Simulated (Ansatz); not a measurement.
HfC: frozen-core PAW against all-electron methods

```yaml
crystal:
  lattice:
    - [-0.04650, 2.30175, 2.30175]
    - [2.30175, -0.04650, 2.30175]
    - [2.30175, 2.30175, -0.04650]
  atoms:
    - { symbol: Hf, position: [0.50000, 0.50000, 0.50000] }
    - { symbol: C, position: [0.00000, 0.00000, 0.00000] }
```

Atom numbers follow the list: Hf1, C2.

Conventional cell: a = 3.321 Å, b = 3.321 Å, c = 7.893 Å, α = 90.00°, β = 90.00°, γ = 120.00°. Around Hf (atom 1) lie 6 C at 2.33 Å. Around C (atom 2) lie 6 Hf at 2.33 Å.

The geometry is COD entry 1539502, unchecked; take it as a test cell. The listed cell was then made from it by scaling, straining or moving an atom.

Spin–orbit coupling is left out, though it moves levels of the heavy atoms by tenths of an eV or more.

Methods: DFT, PBEsol, PAW with Ansatz's default frozen-core files, scalar-relativistic (Ansatz 0.2.0); DFT, PBEsol, all-electron PAW with datasets made for the crystal, scalar-relativistic (Ansatz 0.2.0); DFT, PBEsol, all-electron LAPW, scalar-relativistic (Ansatz 0.2.0).

For PAW: a Γ-centred 15×15×15 k mesh, Fermi–Dirac smearing of 0.05 eV, cutoff 420 eV, no spin polarisation; the PAW files were made with PBE, and the program remakes their frozen cores for this functional. The crystal-made all-electron datasets (AE datasets) take a cutoff of 400 eV at this cell. LAPW targets a basis error of 1 meV/atom. The Ansatz runs share mesh, smearing and spin set-up. Plane-wave (PAW) pressures include the program's estimate of the Pulay term.

Stress and pressure are positive in compression.

The change that made this cell: equal xy, yz and zx engineering shear strains of -2 %.

No spin–orbit coupling: at heavy atoms the gradients can be off by tens of per cent for that reason.

In a metal, gradients converge slowly with the k mesh: the values move by tens of per cent from one mesh to another, at times in sign, so only the comparison on one mesh counts.

```json
{"quantity": "pressure (GPa)", "PAW": "-6.48", "AE datasets": "-6.44", "LAPW": "-6.43"}
{"quantity": "stress yz (GPa)", "PAW": "3.21", "AE datasets": "3.21", "LAPW": "3.21"}
{"quantity": "stress xz (GPa)", "PAW": "3.21", "AE datasets": "3.21", "LAPW": "3.21"}
{"quantity": "stress xy (GPa)", "PAW": "3.21", "AE datasets": "3.21", "LAPW": "3.21"}
{"quantity": "field gradient Vzz at Hf1 (10²¹ V/m²)", "PAW": "?", "AE datasets": "?", "LAPW": "–"}
```

Question: Give the missing entry: row "field gradient Vzz at Hf1 (10²¹ V/m²)", column "PAW".

Answer: 0.68.

Question: What belongs in the row "field gradient Vzz at Hf1 (10²¹ V/m²)", column "AE datasets"?

Answer: 0.64.
